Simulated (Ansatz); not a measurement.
Input for Ansatz (plane-wave DFT, PAW):

```yaml
crystal:
  lattice:
    - [7.698611, 0.0, 0.0]
    - [0.0, 8.757178, 0.0]
    - [0.0, 0.0, 5.953905]
  atoms:
    - { symbol: Sr, position: [0.0, 0.5, 0.27245] }
    - { symbol: Sr, position: [0.5, 0.0, 0.72755] }
    - { symbol: Ca, position: [0.25092, 0.311956, 0.746573] }
    - { symbol: Ca, position: [0.25092, 0.688044, 0.746573] }
    - { symbol: Ca, position: [0.74908, 0.311956, 0.746573] }
    - { symbol: Ca, position: [0.74908, 0.688044, 0.746573] }
    - { symbol: Ca, position: [0.24908, 0.188044, 0.253427] }
    - { symbol: Ca, position: [0.24908, 0.811956, 0.253427] }
    - { symbol: Ca, position: [0.75092, 0.188044, 0.253427] }
    - { symbol: Ca, position: [0.75092, 0.811956, 0.253427] }
    - { symbol: Ca, position: [0.5, 0.5, 0.25758] }
    - { symbol: Ca, position: [0.0, 0.0, 0.74242] }
    - { symbol: "N", position: [0.744897, 0.5, 0.024966] }
    - { symbol: "N", position: [0.255103, 0.5, 0.024966] }
    - { symbol: "N", position: [0.755103, 0.0, 0.975034] }
    - { symbol: "N", position: [0.244897, 0.0, 0.975034] }
    - { symbol: "N", position: [0.5, 0.257235, 0.490678] }
    - { symbol: "N", position: [0.5, 0.742765, 0.490678] }
    - { symbol: "N", position: [0.0, 0.242765, 0.509322] }
    - { symbol: "N", position: [0.0, 0.757235, 0.509322] }
basis:
  ecutwfc: 420
kpoints:
  mp_grid: { grid: [6, 4, 6] }
hamiltonian:
  xc: pbe
scf:
  occupations: { method: gaussian, width: 0.02 }
output:
  forces: true
  stress: true
  eigenvalues: true
  populations: true
```

Launched with
```bash
ansatz run input.yaml --threads 4 --pin off --max-ram 7168MiB --backend cpu --events-out ev --progress --plain --runs-dir out
```

The calculation used DFT PBE, scalar-relativistic, plane waves, PAW in Ansatz.

Part of what the program printed, abridged:

```
Pseudopotentials: kind: paw
Pseudopotential: Sr, paw, valence charge 10, recommended cutoff 420 eV (normal)
Pseudopotential: Ca, paw, valence charge 10, recommended cutoff 420 eV (normal)
Pseudopotential: N, paw, valence charge 5, recommended cutoff 420 eV (normal)
Functional definition: PBE
Crystal: 20 atoms, lattice volume = 401.401 Å³
Basis set: ecut = 420 eV, 7847 PW (Γ), exchange–correlation on 108×120×80 points (8 copies of the dense FFT grid, shifted against one another)
Bands: 100, of which v1, the nominal top of the filled ones, is band 80 counted from 1 (79 counted from 0)
Symmetry: 8 space group operations
Space group: Pmmn (ITA 59), of the structure as read, at distance tolerance 7.4e-5 Å
k-points: 48 of 144
Initial density: superposition of atomic densities (neutral atoms: chi_scale 0, normalization atom), corrected by the library's trained network
Initial wavefunctions: pseudopotential atomic-orbital guess
Functional: x = pbe(κ = 0.804, μ = 0.21951497), c = pbe(β = 0.06672455)
SCF iter   1: F=—  HF=-28341.432605 eV  |F-HF|=—  |Δ(HF+E_count)|=         —  Δρ=2.30e-3  dr2=2.83e-2  ethr=1.77e-3  ⟨swp⟩=8.9  Hψ=22999  notcnv=0  defer=116
SCF iter   2: F=—  HF=-28341.442785 eV  |F-HF|=—  |Δ(HF+E_count)|=   1.02e-2  Δρ=1.12e-3  dr2=6.51e-3  ethr=1.77e-5  ⟨swp⟩=2.8  Hψ=8621  notcnv=0  defer=607
SCF iter   3: F=—  HF=-28341.445199 eV  |F-HF|=—  |Δ(HF+E_count)|=   2.41e-3  Δρ=4.24e-4  dr2=1.18e-3  ethr=4.07e-6  ⟨swp⟩=2.0  Hψ=5800  notcnv=0  defer=607
SCF iter   4: F=—  HF=-28341.445656 eV  |F-HF|=—  |Δ(HF+E_count)|=   4.56e-4  Δρ=1.28e-4  dr2=1.07e-4  ethr=7.39e-7  ⟨swp⟩=2.0  Hψ=5532  notcnv=0  defer=607
SCF iter   5: F=—  HF=-28341.445700 eV  |F-HF|=—  |Δ(HF+E_count)|=   4.49e-5  Δρ=5.71e-5  dr2=1.73e-5  ethr=6.66e-8  ⟨swp⟩=2.5  Hψ=7232  notcnv=0  defer=607
SCF iter   6: F=—  HF=-28341.445661 eV  |F-HF|=—  |Δ(HF+E_count)|=   3.98e-5  Δρ=1.32e-5  dr2=7.25e-7  ethr=1.08e-8  ⟨swp⟩=2.0  Hψ=5728  notcnv=0  defer=607
SCF iter   7: F=-28341.445661 eV  HF=-28341.445661 eV  |F-HF|=1.55e-8  |Δ(HF+E_count)|=   4.56e-7  Δρ=4.24e-6  dr2=8.34e-8  ethr=6.25e-11  ⟨swp⟩=13.9  Hψ=26463  notcnv=0
SCF 1 converged in 7 iterations: F = -28341.445661 eV  dr2 = 8.34e-8
SCF converged after 7 iterations
Free energy (F): -28341.445661 eV
Harris-Foulkes:  -28341.445661 eV  (|F-HF|=1.55e-8)
Internal energy: -28341.445661 eV  (E = F + TS)
E sigma→0 (E₀):  -28341.445661 eV
Fermi energy:    7.220249 eV
--- Per-component energies (eV) ---
  E_band       = -1451.238427
  E_kinetic    = 4312.453477
  E_local      = -10260.100668  (includes V_loc(G=0)·N_el)
  E_nonlocal   = 1406.717095
  E_hartree    = 3310.307896
  E_xc         = -2208.459881
  E_vxc        = -2658.343119  (∫ρ·V_xc dr)
  E_paw        = -14985.437057  (= ΣΔE_a)
  E_vpaw       = -872.580632  (= ΣTr[D̂ρ^β])
  E_aug_tail   = 0.000653  (compensation charges beyond the density's cutoff)
  E_ewald      = -9916.927177
  E_smearing   =  0.000000  (= −TS)
--- Forces (eV/Å), atoms counted from 1 ---
  atom   1  Sr     0.00000000     0.00000000    -0.02956218
  atom   2  Sr     0.00000000     0.00000000     0.02956218
  atom   3  Ca    -0.00132503     0.02387199     0.00195701
  atom   4  Ca    -0.00132503    -0.02387199     0.00195701
  atom   5  Ca     0.00132503     0.02387199     0.00195701
  atom   6  Ca     0.00132503    -0.02387199     0.00195701
  atom   7  Ca     0.00132503    -0.02387199    -0.00195701
  atom   8  Ca     0.00132503     0.02387199    -0.00195701
  atom   9  Ca    -0.00132503    -0.02387199    -0.00195701
  atom  10  Ca    -0.00132503     0.02387199    -0.00195701
  atom  11  Ca     0.00000000     0.00000000    -0.00947011
  atom  12  Ca     0.00000000     0.00000000     0.00947011
  atom  13  N      0.02496765     0.00000000     0.00773254
  atom  14  N     -0.02496765     0.00000000     0.00773254
  atom  15  N     -0.02496765     0.00000000    -0.00773254
  atom  16  N      0.02496765     0.00000000    -0.00773254
  atom  17  N      0.00000000    -0.01209861     0.00933260
  atom  18  N      0.00000000     0.01209861     0.00933260
  atom  19  N      0.00000000     0.01209861    -0.00933260
  atom  20  N      0.00000000    -0.01209861    -0.00933260
--- Stress (GPa, compression-positive) ---
       -0.178530       0.000000       0.000000
        0.000000      -0.098037       0.000000
        0.000000       0.000000      -0.156279
  P = ⅓ Tr σ = -0.1443 GPa (-1.443 kbar)
--- Band table (eV; the first three rows and the last of 48) ---
  k-point 0: bands = ["-32.7064", "-32.6984", "-32.6842", "-32.6770", "-32.6412", "-32.6346", "-32.6195", "-32.6132", "-31.7041", "-31.7035", "-26.3494", "-26.3488", "-14.1260", "-14.0976", "-14.0627", "-14.0359", "-13.9907", "-13.9839", "-13.8874", "-13.8589", "-13.8325", "-13.8229", "-13.8021", "-13.7879", "-13.7009", "-13.6996", "-13.6780", "-13.6739", "-13.6556", "-13.6485", "-13.5950", "-13.5690", "-13.5244", "-13.5145", "-13.4340", "-13.4156", "-12.8634", "-12.8482", "-12.8378", "-12.8284", "-12.7872", "-12.7806", "-8.7055", "-8.6784", "-8.6747", "-8.6526", "-8.5762", "-8.5634", "-4.5442", "-4.1383", "-4.1134", "-4.0093", "-3.9785", "-3.8432", "-3.8176", "-3.8000", "4.7948", "4.9022",  ...
  k-point 1: bands = ["-32.7021", "-32.6942", "-32.6799", "-32.6728", "-32.6455", "-32.6388", "-32.6238", "-32.6175", "-31.7040", "-31.7036", "-26.3494", "-26.3488", "-14.1147", "-14.0962", "-14.0450", "-14.0185", "-13.9747", "-13.9732", "-13.8884", "-13.8575", "-13.8265", "-13.8173", "-13.7985", "-13.7866", "-13.7093", "-13.7070", "-13.6834", "-13.6727", "-13.6635", "-13.6442", "-13.6006", "-13.5744", "-13.5449", "-13.5352", "-13.4454", "-13.4267", "-12.8613", "-12.8467", "-12.8392", "-12.8296", "-12.7879", "-12.7809", "-8.7031", "-8.6792", "-8.6729", "-8.6534", "-8.5779", "-8.5661", "-4.4943", "-4.1370", "-4.1140", "-4.0081", "-3.9816", "-3.8573", "-3.8434", "-3.8030", "4.8984", "4.9191",  ...
  k-point 2: bands = ["-32.6905", "-32.6829", "-32.6685", "-32.6615", "-32.6572", "-32.6503", "-32.6354", "-32.6289", "-31.7040", "-31.7037", "-26.3493", "-26.3490", "-14.0936", "-14.0884", "-14.0027", "-13.9779", "-13.9562", "-13.9547", "-13.8740", "-13.8404", "-13.8155", "-13.8039", "-13.7934", "-13.7876", "-13.7287", "-13.7243", "-13.7029", "-13.6809", "-13.6595", "-13.6334", "-13.6158", "-13.5969", "-13.5875", "-13.5819", "-13.4687", "-13.4493", "-12.8571", "-12.8429", "-12.8423", "-12.8330", "-12.7882", "-12.7821", "-8.6978", "-8.6814", "-8.6686", "-8.6560", "-8.5804", "-8.5725", "-4.3672", "-4.1348", "-4.1152", "-4.0058", "-3.9899", "-3.9618", "-3.8409", "-3.8117", "4.9666", "5.0684",  ...
  k-point 47: bands = ["-32.6709", "-32.6709", "-32.6706", "-32.6706", "-32.6481", "-32.6481", "-32.6481", "-32.6481", "-31.7038", "-31.7038", "-26.3491", "-26.3491", "-14.0488", "-14.0488", "-14.0455", "-14.0455", "-13.8419", "-13.8419", "-13.8381", "-13.8381", "-13.8212", "-13.8212", "-13.8163", "-13.8163", "-13.7187", "-13.7187", "-13.7111", "-13.7111", "-13.6683", "-13.6683", "-13.6632", "-13.6632", "-13.5211", "-13.5211", "-13.5195", "-13.5195", "-12.8472", "-12.8472", "-12.8389", "-12.8389", "-12.7850", "-12.7850", "-8.7010", "-8.7010", "-8.6627", "-8.6627", "-8.5775", "-8.5775", "-4.1423", "-4.1423", "-4.1133", "-4.1133", "-3.9310", "-3.9310", "-3.9046", "-3.9046", "5.3341", "5.3341", ...
--- Löwdin populations: 20 sites ---
  site symbol q [e]
     0     Sr      8.4970
     1     Sr      8.4970
     2     Ca      8.4969
     3     Ca      8.4969
     4     Ca      8.4969
     5     Ca      8.4969
     6     Ca      8.4969
     7     Ca      8.4969
     8     Ca      8.4969
     9     Ca      8.4969
    10     Ca      8.5232
    11     Ca      8.5232
    12      N      6.6819
    13      N      6.6819
    14      N      6.6819
    15      N      6.6819
    16      N      6.6816
    17      N      6.6816
    18      N      6.6816
    19      N      6.6816
  spilling = 0.028310 (of n_electrons = 160.000000)
```

Self-consistency was reached.

The run took 31 s on 4 threads of Intel(R) Xeon(R) 6975P-C (Granite Rapids), with other jobs on the host, peak memory 1.9 GiB.